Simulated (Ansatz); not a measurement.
# Data sheet: Zr$_{2}$C (DFT)

Zr2C:
```
CELL_PARAMETERS angstrom
      3.63392     0.00000     0.00000
      0.00000     3.63392     0.00000
      0.00000     0.00000     6.97916
ATOMIC_POSITIONS crystal
  Zr 0.00000 0.00000 0.00000
  Zr 0.50000 0.50000 0.00000
  Zr 0.50000 0.00000 0.36977
  Zr 0.00000 0.50000 0.63023
  C  0.50000 0.00000 0.72858
  C  0.00000 0.50000 0.27142
```

Space group P4/nmm (No. 129); conventional cell a = 3.634 Å, b = 3.634 Å, c = 6.979 Å, α = 90.00°, β = 90.00°, γ = 90.00°.

Method: plane-wave PAW r²SCAN (Ansatz code). Geometry: relaxed at this level of theory. Other levels are named where they apply.

Cell and energy:

* **Volume per atom**: 15.36 Å³
* **Density**: 7.01 g/cm³
* **Formation energy from the elements (no fitted shifts)**: -0.002 eV/atom

Electronic structure:

- Electronic character = metallic (no gap)
- Density of states at the Fermi level = 0.37 states/eV per atom (mean over ±0.08 eV)
- Gap with spin–orbit coupling = none (metallic)

Mechanics:

- Bulk modulus (Birch–Murnaghan fit) = 162 GPa
- Pressure derivative B′ = 4.1

Charges:

* **Bader charges**: Zr +0.65 to +1.35, C -2.01 e

The cell is a constructed one: a structure type filled with these elements; neither database checked (COD, Materials Project) lists it. Whether it is the stable phase at ambient conditions was not checked. Symmetry was held in the r²SCAN relaxation; whether a distortion lowers the energy is not shown. No spin polarisation was allowed. The references are the lowest solids computed at this level, not always the standard phases. Scalar-relativistic: spin–orbit coupling is off unless named, which matters more the heavier the elements.

Potentials: the later of the program's two PAW sets.
